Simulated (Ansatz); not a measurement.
# Au (fcc, Cu type): energy against volume

Au (fcc, Cu type)

```
Au
1.0
    0.00000     2.07863     2.07863
    2.07863     0.00000     2.07863
    2.07863     2.07863     0.00000
Au
1
Direct
  0.00000   0.00000   0.00000
```

Equation-of-state scan: isotropic scaling of the cell above, V₀ being its volume. Symmetry pins the atoms to their sites.

The numbers are results of PBE (plane waves to 420 eV, PAW, scalar-relativistic; Ansatz, an electronic-structure program), not measurements. k mesh 19×19×19 (Γ-centred), Fermi-Dirac smearing 0.05 eV. The energy includes the smearing's −TS. Stress and pressure are positive under compression. Au was relaxed with its symmetry unable to fall. Spin-orbit coupling is left out, though Au is heavy. The PAW data are Ansatz's earlier set. ΔE is measured from the relaxed starting cell.

```csv
V/V₀,ΔE (meV/atom),P (GPa)
0.900,99,20.0
0.925,52,13.6
0.950,22,8.3
0.975,5,3.8
1.000,0,0.0
1.025,5,-3.2
1.050,17,-5.8
1.075,37,-8.1
1.100,62,-9.9
```

What the scan shows:

```yaml
pressure_at_the_smallest_volume: 20.0 GPa
energy_cost_of_the_largest_compression: 99 meV/atom
energy_cost_of_the_largest_expansion: 62 meV/atom
Bulk modulus B₀ (third-order Birch-Murnaghan fit): 139 GPa
Pressure derivative B₀′ (fit): 6.0
equilibrium_volume_of_the_fit: 17.96 Å³/atom
Pressure for 5 % compression (fit): 8.3 GPa
```

The 9 points together took roughly 11 core-seconds.

(Under strain, the slope of the energy per volume gives the stress and its curvature an elastic modulus.)
